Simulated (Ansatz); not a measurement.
Input and command of a plane-wave DFT calculation in Ansatz:

```yaml
crystal:
  lattice:
    - [1.5705876833, 0.9067792217, 3.4619470643]
    - [-1.5705876833, 0.9067792217, 3.4619470643]
    - [0.0, -1.8135584434, 3.4619470643]
  atoms:
    - { symbol: Mg, position: [0.0, 0.0, 0.0] }
    - { symbol: O, position: [0.4291204725, 0.4291204725, 0.4291204725] }
    - { symbol: O, position: [0.5708795275, 0.5708795275, 0.5708795275] }
basis:
  ecutwfc: 500
kpoints:
  mp_grid: { grid: [12, 12, 12] }
hamiltonian:
  xc: r2scan
scf:
  occupations: { method: gaussian, width: 0.05 }
output:
  forces: true
  stress: true
  eigenvalues: true
```

```bash
ansatz run input.yaml --threads 1 --pin off --max-ram 2560MiB --backend cpu --events-out ev --progress --plain --runs-dir out
```

Processor: AMD EPYC 9R45 96-Core Processor (Zen 5), 1 thread, on a host shared with other jobs.

Question: How long does it run, and how much memory does it take?

Answer: About 3.2 s on 1 thread of AMD EPYC 9R45 96-Core Processor (Zen 5), on a shared host, peak memory 0.52 GiB. It solves 15 bands at 189 k points (the mesh reduced by symmetry) with about 763 plane waves, in 6 SCF iterations.
